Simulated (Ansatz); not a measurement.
Here is the system:

Sb:
Space group I-43m (No. 217); a = b = c = 6.5786 Å, α = β = γ = 90.00°

```
atom  site  symmetry       x       y       z
----  ----  --------  ------  ------  ------
Sb      8c       .3m  0.1535  0.1535  0.1535
```
(The calculation used a cell of 4 atoms; values per cell refer to that cell.)

This is the LDA-relaxed structure.

**Question.** All from LDA in the plane-wave PAW code Ansatz, unless another level is named. Predict the electron effective mass, band 1 of 3 at the edge.

**Answer.** 0.38 along [100], 0.38 along [110], 1.2 along [111] (mₑ).

**Question.** Give the electron effective mass, band 3 of 3 at the edge.

**Answer.** 0.022 along [100], 0.028 along [110], 0.040 along [111] (mₑ).

**Question.** Give the valence-band maximum.

**Answer.** at Γ.

The start of the workflow was typed in or built on a structure type; neither database checked (COD, Materials Project) lists it. It is not the phase usual at ambient conditions (space group No. 166). The cell was relaxed with LDA under the symmetry of its start; of distortions, only those at the zone centre were tested. A crystal of weakly bound molecules computed without a dispersion correction: the cell and the soft elastic constants depend strongly on that. Scalar-relativistic: spin–orbit coupling is off unless named, which matters more the heavier the elements.

Potentials: the later of the program's two PAW sets.

Edges and masses are those of Kohn–Sham bands, whose gap is no quasiparticle gap.
